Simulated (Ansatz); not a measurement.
MgTi$_{3}$N$_{3}$O in space group P4/mmm (No. 123; Pearson symbol tP8) under volume change, plane-wave PAW PBEsol (Ansatz code), shape and atoms relaxed at each volume.

```tsv
V (Å³/atom)	E − E(relaxed) (meV/atom)	P (GPa)
8.537	68.5	28.42
8.818	28.6	17.29
9.099	6.7	7.90
9.381	0.0	-0.01
9.662	(withheld)	(withheld)
9.944	22.5	-12.00
10.225	(withheld)	(withheld)
```

### Question
What belongs in the gaps?

### Answer

- 10.225, E − E(relaxed) (meV/atom): 47.4
- 10.225, P (GPa): -16.21
- 9.662, E − E(relaxed) (meV/atom): 6.0
- 9.662, P (GPa): -6.60

### Question
What does a third-order Birch–Murnaghan fit give for V₀, B₀ and B′?

### Answer
V₀ = 9.38 Å³/atom, B₀ = 237 GPa, B′ = 5.2.

The start of the workflow was typed in or built on a structure type; neither database checked (COD, Materials Project) lists it. Its standing as an ambient phase is unchecked. The PBEsol relaxation kept the symmetry of its start; whether a distortion lowers the energy is not shown. The workflow began spin-polarised and lost its moments.

Potentials: the earlier of the program's two PAW sets. The files were generated under PBE; for other functionals the program regenerates the frozen cores, and for LDA and PBEsol the local potential too.
